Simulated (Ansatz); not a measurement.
This is a relaxation of cell and atoms with Ansatz on SbAsSe4 in the borrowed RbAlF4 type (No. 123); the level of theory is PBEsol. It starts from a supercell of the PBEsol minimum, slightly strained and with each coordinate displaced at random by about 0.03 Å.

```yaml
crystal:
  lattice:
    - [4.6151498161, -0.0071166332, -0.0173055521]
    - [-0.0071166332, 4.664006837, -0.0366948648]
    - [-0.0317929492, -0.0674140856, 8.6600991119]
  atoms:
    - { symbol: Sb, position: [-0.0142751824, 0.0031049267, 0.002517099] }
    - { symbol: As, position: [0.5089530268, 0.4996722164, 0.493736423] }
    - { symbol: Se, position: [0.4968025045, 0.4954156768, 0.8635664747] }
    - { symbol: Se, position: [0.4885276669, 0.5080950758, 0.1431904264] }
    - { symbol: Se, position: [0.4941007512, 0.0033181915, 0.4988774208] }
    - { symbol: Se, position: [0.0077184571, 0.4932979486, 0.4965639198] }
kpoints:
  mp_grid: { grid: [4, 4, 2] }
hamiltonian:
  xc: pbesol
scf:
  occupations: { method: fermi_dirac, width: 0.05 }
relax:
  f_tol: 0.01
  cell: {}
  max_steps: 120
```

Of the 69 recorded frames of the trajectory, 22 are shown, each with positions in Å and forces in eV/Å. The last, and any step after a large change of cell, is solved on a basis re-selected at its cell; pressure is positive in compression.

Step 1: energy 0.0 meV/atom from step 1, largest force component 0.643 eV/Å, pressure -0.58 GPa
```xyz
6
Lattice="4.6151 -0.0071 -0.0173 -0.0071 4.6640 -0.0367 -0.0318 -0.0674 8.6601" Properties=species:S:1:pos:R:3:forces:R:3 pbc="T T T"
Sb   -0.0660    0.0144    0.0219   -0.0820    0.0142   -0.0219
As    2.3296    2.2936    4.2487    0.1770    0.1770   -0.1415
Se    2.2618    2.2489    7.4518    0.1849   -0.1032    0.5755
Se    2.2465    2.3566    1.2129   -0.1417    0.1057   -0.6427
Se    2.2645   -0.0217    4.3117   -0.1670   -0.1188    0.1434
Se    0.0163    2.2672    4.2821    0.0287   -0.0749    0.0872
```

Step 2: energy -20.2 meV/atom from step 1, largest force component 0.573 eV/Å, pressure +0.08 GPa
```xyz
6
Lattice="4.6312 -0.0163 -0.0211 -0.0165 4.6440 -0.0456 -0.0395 -0.0846 8.5235" Properties=species:S:1:pos:R:3:forces:R:3 pbc="T T T"
Sb   -0.1753    0.0569   -0.0794   -0.1271    0.0204   -0.0014
As    2.4511    2.2403    4.2407    0.5135    0.2072   -0.5734
Se    2.2159    2.2240    7.2489    0.4732   -0.3301    0.2125
Se    2.1109    2.4145    1.0763   -0.4387    0.3194    0.0667
Se    2.3140   -0.0699    4.3679   -0.3294   -0.0761    0.2129
Se    0.1300    2.1918    4.3078   -0.0915   -0.1409    0.0828
```

Step 3: energy -55.3 meV/atom from step 1, largest force component 1.074 eV/Å, pressure +0.91 GPa
```xyz
6
Lattice="4.6444 -0.0284 -0.0274 -0.0287 4.6211 -0.0514 -0.0517 -0.0960 8.3974" Properties=species:S:1:pos:R:3:forces:R:3 pbc="T T T"
Sb   -0.2681    0.0889   -0.1510   -0.1472    0.0153   -0.0224
As    2.5561    2.2009    4.2063    0.9084    0.2540   -1.0737
Se    2.2243    2.1634    7.0794    0.9022   -0.6514    0.1976
Se    1.9543    2.4855    0.9674   -0.8173    0.5941    0.5298
Se    2.3229   -0.1021    4.4102   -0.4636   -0.0014    0.2965
Se    0.2283    2.1228    4.3109   -0.3823   -0.2106    0.0723
```

Step 4: energy -114.9 meV/atom from step 1, largest force component 1.407 eV/Å, pressure +1.58 GPa
```xyz
6
Lattice="4.6541 -0.0446 -0.0368 -0.0451 4.5960 -0.0520 -0.0696 -0.0977 8.2799" Properties=species:S:1:pos:R:3:forces:R:3 pbc="T T T"
Sb   -0.3353    0.1096   -0.1971   -0.1359    0.0092   -0.0562
As    2.6235    2.1749    4.1480    1.1920    0.2909   -1.4068
Se    2.2811    2.0780    6.9524    1.0530   -0.7407    0.4639
Se    1.7921    2.5614    0.8836   -0.8868    0.6433    0.5846
Se    2.3082   -0.1189    4.4324   -0.4847    0.0513    0.3630
Se    0.2900    2.0678    4.2905   -0.7377   -0.2540    0.0515
```

Step 5: energy -189.2 meV/atom from step 1, largest force component 1.560 eV/Å, pressure +2.12 GPa
```xyz
6
Lattice="4.6628 -0.0742 -0.0486 -0.0749 4.5701 -0.0472 -0.0918 -0.0892 8.1566" Properties=species:S:1:pos:R:3:forces:R:3 pbc="T T T"
Sb   -0.3818    0.1241   -0.2263   -0.0174   -0.0539   -0.0565
As    2.6517    2.1557    4.0582    1.2008    0.3883   -1.5599
Se    2.3776    1.9745    6.8645    0.7026   -0.3392    0.6700
Se    1.6218    2.6387    0.8075   -0.5822    0.3183    0.4049
Se    2.2815   -0.1287    4.4373   -0.4247   -0.0113    0.4694
Se    0.3105    2.0192    4.2466   -0.8790   -0.3022    0.0722
```

Step 6: energy -271.6 meV/atom from step 1, largest force component 1.601 eV/Å, pressure +1.62 GPa
```xyz
6
Lattice="4.6778 -0.1365 -0.0698 -0.1377 4.5463 -0.0299 -0.1310 -0.0571 8.0531" Properties=species:S:1:pos:R:3:forces:R:3 pbc="T T T"
Sb   -0.3827    0.1256   -0.2269    0.1779   -0.1748    0.0493
As    2.6137    2.1539    3.8776    0.6774    0.5705   -1.6010
Se    2.4871    1.8861    6.8508   -0.1514    0.5109    0.6969
Se    1.4567    2.6794    0.7951    0.1304   -0.3118   -0.0621
Se    2.2399   -0.1223    4.4427   -0.3393   -0.2642    0.6661
Se    0.2528    1.9698    4.1828   -0.4951   -0.3307    0.2508
```

Step 7: energy -346.0 meV/atom from step 1, largest force component 1.478 eV/Å, pressure +1.11 GPa
```xyz
6
Lattice="4.6802 -0.2015 -0.0902 -0.2033 4.4990 -0.0116 -0.1687 -0.0229 7.9639" Properties=species:S:1:pos:R:3:forces:R:3 pbc="T T T"
Sb   -0.3651    0.1315   -0.2151    0.2443   -0.1458    0.1153
As    2.5593    2.1313    3.6535    0.1995    0.5449   -1.4784
Se    2.4869    1.8751    6.8269   -0.3381    0.6462    0.5304
Se    1.3737    2.6356    0.8169    0.3046   -0.4262   -0.1245
Se    2.2056   -0.1271    4.4622   -0.3209   -0.4277    0.4904
Se    0.1863    1.9081    4.1510   -0.0893   -0.1913    0.4668
```

Step 8: energy -412.3 meV/atom from step 1, largest force component 0.931 eV/Å, pressure +0.49 GPa
```xyz
6
Lattice="4.6814 -0.2639 -0.1055 -0.2662 4.4572 0.0001 -0.1966 -0.0004 7.9164" Properties=species:S:1:pos:R:3:forces:R:3 pbc="T T T"
Sb   -0.3379    0.1345   -0.1981    0.2530   -0.0432    0.1391
As    2.5152    2.0943    3.4506    0.0146    0.3083   -0.9314
Se    2.4467    1.8841    6.8301   -0.1737    0.3651    0.2952
Se    1.3355    2.5663    0.8396    0.0597   -0.2261   -0.1952
Se    2.1587   -0.1540    4.4683   -0.1827   -0.3252    0.1516
Se    0.1349    1.8780    4.1795    0.0290   -0.0790    0.5407
```

Step 9: energy -453.7 meV/atom from step 1, largest force component 0.377 eV/Å, pressure +0.02 GPa
```xyz
6
Lattice="4.6762 -0.3427 -0.1046 -0.3459 4.4073 0.0044 -0.1939 0.0088 7.9064" Properties=species:S:1:pos:R:3:forces:R:3 pbc="T T T"
Sb   -0.3005    0.1456   -0.1846    0.2739    0.0836    0.1142
As    2.4815    2.0250    3.2707    0.0993    0.1477    0.0702
Se    2.4224    1.8620    6.8619   -0.0980   -0.0175    0.1002
Se    1.2716    2.4948    0.8377   -0.3146    0.0782   -0.3574
Se    2.1187   -0.2106    4.4829    0.0458   -0.2861   -0.3046
Se    0.0967    1.8534    4.2867   -0.0064   -0.0058    0.3774
```

Step 10: energy -486.8 meV/atom from step 1, largest force component 0.564 eV/Å, pressure -0.62 GPa
```xyz
6
Lattice="4.6657 -0.4362 -0.0282 -0.4410 4.3570 0.0059 -0.0488 0.0136 7.9614" Properties=species:S:1:pos:R:3:forces:R:3 pbc="T T T"
Sb   -0.2962    0.2197   -0.1519    0.0202    0.0936    0.0264
As    2.5997    1.9069    3.1953    0.3839    0.1515    0.5642
Se    2.4334    1.8677    7.0152    0.1837   -0.4302   -0.2156
Se    1.1151    2.4813    0.8576   -0.3624    0.4076    0.1615
Se    2.2045   -0.3476    4.4639    0.3105   -0.3546   -0.3918
Se    0.1850    1.7681    4.4673   -0.5358    0.1321   -0.1448
```

Step 11: energy -516.8 meV/atom from step 1, largest force component 0.891 eV/Å, pressure -0.60 GPa
```xyz
6
Lattice="4.6482 -0.4600 0.0869 -0.4660 4.3223 0.0062 0.1678 0.0153 7.9809" Properties=species:S:1:pos:R:3:forces:R:3 pbc="T T T"
Sb   -0.3197    0.3056   -0.0892   -0.1593    0.0010   -0.0495
As    2.7716    1.8060    3.2137    0.6133    0.1184    0.2997
Se    2.5481    1.9074    7.1416    0.3461   -0.4208   -0.4191
Se    1.0258    2.5479    0.9447   -0.2095    0.4026    0.4669
Se    2.3784   -0.4825    4.4091    0.3001   -0.2153   -0.0230
Se    0.2935    1.6993    4.5047   -0.8907    0.1139   -0.2749
```

Step 59: energy -758.5 meV/atom from step 1, largest force component 0.109 eV/Å, pressure -0.08 GPa
```xyz
6
Lattice="5.5733 -1.0961 0.8978 -1.1182 4.3034 -0.3800 1.6859 -0.7058 6.5822" Properties=species:S:1:pos:R:3:forces:R:3 pbc="T T T"
Sb    0.3600    0.6302   -0.7239   -0.0683   -0.0171    0.0188
As    4.1039    0.7765    2.0384    0.0248   -0.0200    0.0182
Se    4.6274    1.0335    6.7201    0.1086    0.0995    0.0081
Se    0.1721    3.6552    1.3596   -0.0742   -0.0552   -0.0512
Se    3.5809   -2.0729    4.3815   -0.0158    0.0131   -0.0089
Se    0.1734    0.6611    3.6877    0.0248   -0.0203    0.0151
```

Step 60: energy -759.0 meV/atom from step 1, largest force component 0.016 eV/Å, pressure +0.02 GPa
```xyz
6
Lattice="5.5576 -1.0912 0.8910 -1.1132 4.3083 -0.3854 1.6732 -0.7159 6.5857" Properties=species:S:1:pos:R:3:forces:R:3 pbc="T T T"
Sb    0.3657    0.6420   -0.7220   -0.0156   -0.0125    0.0077
As    4.0845    0.7716    2.0327    0.0095    0.0092   -0.0003
Se    4.6235    1.0463    6.7168   -0.0028   -0.0037    0.0035
Se    0.1612    3.6475    1.3488    0.0095   -0.0041   -0.0048
Se    3.5594   -2.0774    4.3823   -0.0025    0.0082   -0.0100
Se    0.1705    0.6478    3.6895    0.0022    0.0030    0.0040
```

Step 61: energy -759.0 meV/atom from step 1, largest force component 0.015 eV/Å, pressure +0.01 GPa
```xyz
6
Lattice="5.5583 -1.0970 0.8935 -1.1191 4.3136 -0.3846 1.6780 -0.7144 6.5834" Properties=species:S:1:pos:R:3:forces:R:3 pbc="T T T"
Sb    0.3611    0.6409   -0.7202   -0.0119   -0.0147   -0.0032
As    4.0845    0.7703    2.0359    0.0045    0.0062    0.0117
Se    4.6255    1.0422    6.7173    0.0048    0.0076   -0.0028
Se    0.1595    3.6534    1.3482   -0.0003   -0.0028   -0.0068
Se    3.5625   -2.0772    4.3801    0.0006    0.0049   -0.0038
Se    0.1732    0.6509    3.6875    0.0023   -0.0013    0.0048
```

Step 62: energy -759.1 meV/atom from step 1, largest force component 0.011 eV/Å, pressure 0.00 GPa
```xyz
6
Lattice="5.5589 -1.0997 0.8950 -1.1218 4.3187 -0.3845 1.6808 -0.7144 6.5790" Properties=species:S:1:pos:R:3:forces:R:3 pbc="T T T"
Sb    0.3568    0.6385   -0.7205   -0.0102   -0.0112   -0.0018
As    4.0859    0.7729    2.0384    0.0008    0.0015    0.0086
Se    4.6266    1.0418    6.7149    0.0096    0.0084   -0.0020
Se    0.1600    3.6587    1.3458   -0.0017   -0.0026   -0.0050
Se    3.5649   -2.0781    4.3772    0.0015    0.0032   -0.0017
Se    0.1753    0.6519    3.6851    0.0000    0.0007    0.0018
```

Step 63: energy -759.1 meV/atom from step 1, largest force component 0.007 eV/Å, pressure 0.00 GPa
```xyz
6
Lattice="5.5602 -1.1018 0.8967 -1.1239 4.3228 -0.3850 1.6840 -0.7153 6.5733" Properties=species:S:1:pos:R:3:forces:R:3 pbc="T T T"
Sb    0.3508    0.6349   -0.7212   -0.0028   -0.0063    0.0018
As    4.0882    0.7746    2.0418   -0.0037   -0.0018    0.0035
Se    4.6294    1.0404    6.7121    0.0058    0.0065   -0.0036
Se    0.1609    3.6622    1.3421    0.0009    0.0008   -0.0048
Se    3.5684   -2.0781    4.3733    0.0012    0.0011    0.0008
Se    0.1778    0.6535    3.6812   -0.0013   -0.0003    0.0023
```

Step 64: energy -759.5 meV/atom from step 1, largest force component 0.007 eV/Å, pressure +0.04 GPa
```xyz
6
Lattice="5.5602 -1.1018 0.8967 -1.1239 4.3228 -0.3850 1.6840 -0.7153 6.5733" Properties=species:S:1:pos:R:3:forces:R:3 pbc="T T T"
Sb    0.3508    0.6349   -0.7212   -0.0026   -0.0066    0.0019
As    4.0882    0.7746    2.0418   -0.0037   -0.0014    0.0033
Se    4.6294    1.0404    6.7121    0.0057    0.0067   -0.0035
Se    0.1609    3.6622    1.3421    0.0007    0.0006   -0.0048
Se    3.5684   -2.0781    4.3733    0.0011    0.0011    0.0008
Se    0.1778    0.6535    3.6812   -0.0012   -0.0005    0.0022
```

Step 65: energy -759.5 meV/atom from step 1, largest force component 0.007 eV/Å, pressure +0.03 GPa
```xyz
6
Lattice="5.5693 -1.1098 0.9010 -1.1320 4.3302 -0.3862 1.6920 -0.7177 6.5641" Properties=species:S:1:pos:R:3:forces:R:3 pbc="T T T"
Sb    0.3442    0.6298   -0.7195    0.0002    0.0051   -0.0006
As    4.0933    0.7741    2.0452   -0.0057   -0.0071   -0.0009
Se    4.6393    1.0349    6.7052    0.0071   -0.0025    0.0016
Se    0.1579    3.6693    1.3347    0.0011   -0.0014    0.0047
Se    3.5803   -2.0822    4.3705    0.0007    0.0026   -0.0031
Se    0.1824    0.6546    3.6761   -0.0035    0.0034   -0.0016
```

Step 66: energy -759.5 meV/atom from step 1, largest force component 0.008 eV/Å, pressure -0.05 GPa
```xyz
6
Lattice="5.5825 -1.1188 0.9055 -1.1412 4.3371 -0.3888 1.7004 -0.7227 6.5557" Properties=species:S:1:pos:R:3:forces:R:3 pbc="T T T"
Sb    0.3398    0.6304   -0.7191    0.0042   -0.0001    0.0035
As    4.1010    0.7678    2.0493   -0.0027   -0.0011    0.0000
Se    4.6548    1.0222    6.7004    0.0001    0.0082   -0.0065
Se    0.1531    3.6726    1.3291   -0.0068    0.0059   -0.0073
Se    3.5926   -2.0854    4.3651    0.0008   -0.0059    0.0056
Se    0.1849    0.6563    3.6698    0.0044   -0.0070    0.0048
```

Step 67: energy -759.6 meV/atom from step 1, largest force component 0.008 eV/Å, pressure +0.04 GPa
```xyz
6
Lattice="5.5847 -1.1219 0.9058 -1.1444 4.3369 -0.3885 1.7010 -0.7222 6.5473" Properties=species:S:1:pos:R:3:forces:R:3 pbc="T T T"
Sb    0.3413    0.6327   -0.7168    0.0063   -0.0009    0.0016
As    4.0994    0.7629    2.0476   -0.0017    0.0025    0.0033
Se    4.6564    1.0219    6.6913   -0.0078   -0.0032   -0.0029
Se    0.1486    3.6718    1.3255    0.0040    0.0016    0.0046
Se    3.5946   -2.0865    4.3612    0.0028   -0.0011   -0.0026
Se    0.1853    0.6557    3.6662   -0.0035    0.0011   -0.0041
```

Step 68: energy -759.6 meV/atom from step 1, largest force component 0.004 eV/Å, pressure +0.01 GPa
```xyz
6
Lattice="5.5857 -1.1200 0.9049 -1.1425 4.3354 -0.3886 1.6994 -0.7224 6.5477" Properties=species:S:1:pos:R:3:forces:R:3 pbc="T T T"
Sb    0.3435    0.6319   -0.7158   -0.0031    0.0010    0.0006
As    4.1004    0.7653    2.0470    0.0006   -0.0034   -0.0021
Se    4.6552    1.0224    6.6900    0.0027    0.0027    0.0011
Se    0.1506    3.6708    1.3269   -0.0009   -0.0019   -0.0016
Se    3.5948   -2.0867    4.3607   -0.0029   -0.0016    0.0004
Se    0.1830    0.6550    3.6654    0.0037    0.0033    0.0015
```

Step 69: energy -759.6 meV/atom from step 1, largest force component 0.004 eV/Å, pressure +0.01 GPa
```xyz
6
Lattice="5.5857 -1.1200 0.9049 -1.1425 4.3354 -0.3886 1.6994 -0.7224 6.5477" Properties=species:S:1:pos:R:3:forces:R:3 pbc="T T T"
Sb    0.3435    0.6319   -0.7158   -0.0031    0.0010    0.0006
As    4.1004    0.7653    2.0470    0.0006   -0.0034   -0.0021
Se    4.6552    1.0224    6.6900    0.0027    0.0027    0.0011
Se    0.1506    3.6708    1.3269   -0.0009   -0.0019   -0.0016
Se    3.5948   -2.0867    4.3607   -0.0029   -0.0017    0.0004
Se    0.1830    0.6550    3.6654    0.0037    0.0033    0.0015
```

The walk took 66 steps, besides SCFs solved again on a fresh basis, and changed the volume by -23.0 %. The last SCF, on a fresh basis, lies 760 meV an atom below the first. At the end: it is triclinic, P1 (No. 1); a = 4.500 Å, b = 5.509 Å, c = 6.803 Å, α = 103.3°, β = 104.4°, γ = 110.5° in the conventional setting, 23.91 Å³ an atom. Around Sb lie 6 Se at 2.81–3.02 Å and 1 As at 2.89 Å; around As lie 5 Se at 2.43–3.27 Å and 1 Sb at 2.89 Å; around Se lie 1 As at 2.43 Å and 2 Sb at 2.81–2.97 Å and 1 Se at 2.82 Å; around Se lie 2 As at 2.43–3.17 Å and 1 Se at 2.60 Å and 1 Sb at 2.91 Å; around Se lie 2 Se at 2.72–2.79 Å and 2 Sb at 2.93–3.02 Å and 1 As at 2.94 Å; around Se lie 4 Se at 2.60–2.82 Å and 1 Sb at 2.95 Å and 1 As at 3.27 Å.

Command: `ansatz run input.yaml --threads 2 --pin off --max-ram 2211MiB --backend cpu --events-out ev --progress --plain --runs-dir out`.

**Question.** It ran on 2 threads of Arm Neoverse V2, on a shared host. About how long did it take, and what peak of host memory did it reach?

**Answer.** About 9.4 min, with a peak of 0.51 GiB.

Computed, not measured; no magnetism was allowed, and whether the structure is a known phase isn't checked.
